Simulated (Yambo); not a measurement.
G0W0@PBEsol for CuI (space group P4/nmm, No. 129) in Yambo (4×4×2 mesh, 8 Ry block, plasmon pole, screening fixed), without a terminator:

| bands N in G | gap Γ → Γ (eV) | shift of the valence edge (eV) |
|---|---|---|
| 80 | 2.330 | -0.219 |
| 134 | 2.290 | -0.405 |
| 208 | 2.296 | -0.506 |

Task: Extrapolate both columns to infinite N with E(N) = E∞ + A/N, test the form, and compare with the terminator.

Result: From two points, E∞ = (N2 E2 − N1 E1)/(N2 − N1). The two largest N give 2.31 eV for the gap and -0.69 eV for the shift; the two smallest give 2.23 eV and -0.68 eV. For the gap the slopes A are 7.9 and -2.3 eV: the form isn't reached, and its limit is uncertain. For the shift the slopes A are 37 and 38 eV: the 1/N form holds. With the Bruneval-Gonze terminator and 208 bands the run gives 2.37 eV and -0.64 eV, 0.06 eV and 0.04 eV from the extrapolated values: the terminator too is an estimate of the remainder. Block, mesh and the bands in W are held fixed.

Spin-orbit coupling is not included.

Geometry relaxed with PBE+D3(BJ); primitive cell a = b = 4.015 Å, c = 6.214 Å, α = β = γ = 90.00°.

This is not the ordinary phase of the substance; no match was found in the copy of COD used, and its stability was not checked.

A shift is the quasiparticle energy of the state minus its PBEsol energy.
